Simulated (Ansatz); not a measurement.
Relaxed PtS₂ (CdI2 type):

```
PtS2
1.0
    3.55931     0.00000     0.00000
   -1.77966     3.08245     0.00000
    0.00000     0.00000     4.38472
Pt S
1 2
Direct
  0.00000   0.00000   0.00000
  0.66667   0.33333   0.27118
  0.33333   0.66667   0.72882
```

In each cell atom 2 (S, nearest neighbour Pt at 2.374 Å; its periodic images, 3.6 Å or more away, move with it) moves by s·(0.577, 0.577, 0.577) (along Cartesian [111]), the rest being held.

Level of theory: PBEsol-D3(BJ) (plane waves to 420 eV, PAW, scalar-relativistic; Ansatz, a program for electronic structure). k mesh 12×12×9 (Γ-centred), Fermi-Dirac smearing 0.05 eV. E stands for the smeared free energy. With partly filled bands, energies and forces of such displacements shift with the k mesh and the smearing. PtS2 is run without spin polarisation. PtS2 was relaxed with its symmetry unable to fall. Spin-orbit coupling is left out, though Pt is heavy. The zero of ΔE is the undisplaced structure. The last digit holds for this mesh only.

```json
[
 {"s (Å)": "-0.240", "ΔE (meV/cell)": "402.0"},
 {"s (Å)": "-0.192", "ΔE (meV/cell)": "242.6"},
 {"s (Å)": "-0.144", "ΔE (meV/cell)": "128.8"},
 {"s (Å)": "-0.096", "ΔE (meV/cell)": "54.0"},
 {"s (Å)": "-0.048", "ΔE (meV/cell)": "12.7"},
 {"s (Å)": "0.000", "ΔE (meV/cell)": "0.0"},
 {"s (Å)": "0.048", "ΔE (meV/cell)": "11.4"},
 {"s (Å)": "0.096", "ΔE (meV/cell)": "42.9"},
 {"s (Å)": "0.144", "ΔE (meV/cell)": "90.2"},
 {"s (Å)": "0.192", "ΔE (meV/cell)": "149.5"},
 {"s (Å)": "0.240", "ΔE (meV/cell)": "withheld"}
]
```

**Question.** Fit a polynomial form (powers 2, 3, 4) to the given rows and predict ΔE at s = 0.240.

**Answer.** Least squares on the 10 given rows: ΔE = (5202)·s² + (-6579)·s³ + (3381)·s⁴, in meV/cell with s in Å; root-mean-square residual 0.28 meV/cell. At 0.240 the fit gives 219.9 meV/cell; the calculation gives 216.4 meV/cell, so the extrapolation is off by 3.5 (+1.6 %). The quadratic term alone would give 299.6 meV/cell.

(A displaced cell: forces are minus the slopes of the energy, force constants its curvatures, and phonons follow from these.)
